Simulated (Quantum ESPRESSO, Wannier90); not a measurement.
**CsPbCl$_{3}$ (cubic perovskite), plane waves to Wannier functions**

```
begin unit_cell_cart
ang
    5.6798400000    0.0000000000    0.0000000000
    0.0000000000    5.6798400000    0.0000000000
    0.0000000000    0.0000000000    5.6798400000
end unit_cell_cart
begin atoms_frac
Cs   0.0000000000  0.0000000000  0.0000000000
Pb   0.5000000000  0.5000000000  0.5000000000
Cl   0.0000000000  0.5000000000  0.5000000000
Cl   0.5000000000  0.0000000000  0.5000000000
Cl   0.5000000000  0.5000000000  0.0000000000
end atoms_frac
```

Structure: Materials Project mp-23037, symmetrised, not relaxed again. COD (Crystallography Open Database) records the formula in this space group. Ideal cubic forms of this type are often high-temperature phases that distort on cooling; symmetry holds the cell here, and its stability was not tested. Computed values, not measurements, from PBEsol: Quantum ESPRESSO (norm-conserving PseudoDojo potentials, cutoff 50 Ry, no spin polarisation, no spin-orbit coupling) on a Γ-centred 6×6×6 mesh, then Wannier90. Density: 6×6×6 mesh, cold smearing 0.01 Ry. Spin-orbit coupling is left out although heavy elements are present.

Bands 2-6 form an isolated set from -16.56 to -16.36 eV relative to the valence-band maximum (on the path) and are turned into 5 Wannier functions by minimising the spread from the start: atomic waves Pb 5d.

**Question.** Where do the functions sit, how wide are they and what are they made of?

**Answer.** 
| functions | spread (Å²) | nearest atom, distance (Å) | second atom, distance (Å) | weight on atomic waves |
|---|---|---|---|---|
| 2 | 0.91 | Pb 0.00 | Cl 2.84 | Pb 5d 95 % |
| 3 | 0.57 | Pb 0.00 | Cl 2.84 | Pb 5d 100 % |

Ω_I = 3.54 Å², Ω_total = 3.54 Å²; the interpolated bands follow pw.x to 0.0 meV rms on the path. Only this start was tried; a symmetric start can stop on a saddle, and mixtures of these functions could lower the total by at most Ω_total − Ω_I.
